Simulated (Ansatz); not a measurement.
## GaPtC₄N₄: start and end of a relaxation

A trial structure of GaPtC₄N₄ was built thus: two interpenetrating cyanide-bridged diamond nets (P-43m, No. 215). The dimensions are guesses.

start:

Space group P-43m (No. 215). a = 5.858 Å, b = 5.858 Å, c = 5.858 Å, α = 90.00°, β = 90.00°, γ = 90.00°
| atom | site | symmetry | x | y | z |
| --- | --- | --- | --- | --- | --- |
| Ga | 1a | -43m | 0.0000 | 0.0000 | 0.0000 |
| Pt | 1b | -43m | 0.5000 | 0.5000 | 0.5000 |
| C | 4e | .3m | 0.1869 | 0.1869 | 0.1869 |
| N | 4e | .3m | 0.3022 | 0.3022 | 0.3022 |

Computed with Ansatz, DFT PBE, scalar-relativistic, plane waves, PAW. Cutoff 420 eV, Gaussian smearing, Γ-centred meshes. Cell and atoms relax first on a coarse mesh and then on a finer one. In between, the cell is made exact in the group found at 0.06 Å. In metals the finer mesh still leaves noise of several meV/atom or more. The steps can't lower the symmetry of their start. Collinear spin is switched on along the way, since trial moments persisted in a coarse test.

end:

Space group P-43m (No. 215). a = 6.019 Å, b = 6.019 Å, c = 6.019 Å, α = 90.00°, β = 90.00°, γ = 90.00°
| atom | site | symmetry | x | y | z |
| --- | --- | --- | --- | --- | --- |
| Ga | 1a | -43m | 0.0000 | 0.0000 | 0.0000 |
| Pt | 1b | -43m | 0.5000 | 0.5000 | 0.5000 |
| C | 4e | .3m | 0.1886 | 0.1886 | 0.1886 |
| N | 4e | .3m | 0.3005 | 0.3005 | 0.3005 |

The symmetry stays P-43m (No. 215). The volume per atom grows by 8.4 %, from 20.1 to 21.8 Å³. The shortest distance stays 1.17 Å (C–N).

```
Volume per atom                           : 21.80 Å³
Density                                   : 2.81 g/cm³
Energy over the elements                  : +0.64 eV/atom
Gap on the 6×6×6 mesh of the 10-atom cell : 0 eV (a metal)
Net moment per atom                       : 0.10 μB
Moment by site                            : Pt 0.5 μB
```

Formation energies are uncorrected and refer to the elements' standard structures at the same level (N₂ as a molecule). The separate elements lie lower, so it is unstable against them.

The last run used collinear spin and Gaussian smearing of 0.10 eV. These runs have no spin–orbit coupling, which can matter for Pt. The reference form of C is held partly by dispersion forces, which this level lacks. The magnetic state reached may not be the lowest. Symmetry constrained the relaxation, so the result can be a saddle point. In all, the 3 runs took 5.8 min on 1 thread of Arm Neoverse V2, with other jobs on the host. Site moments count only spheres around the atoms; the net moment includes the space between them.
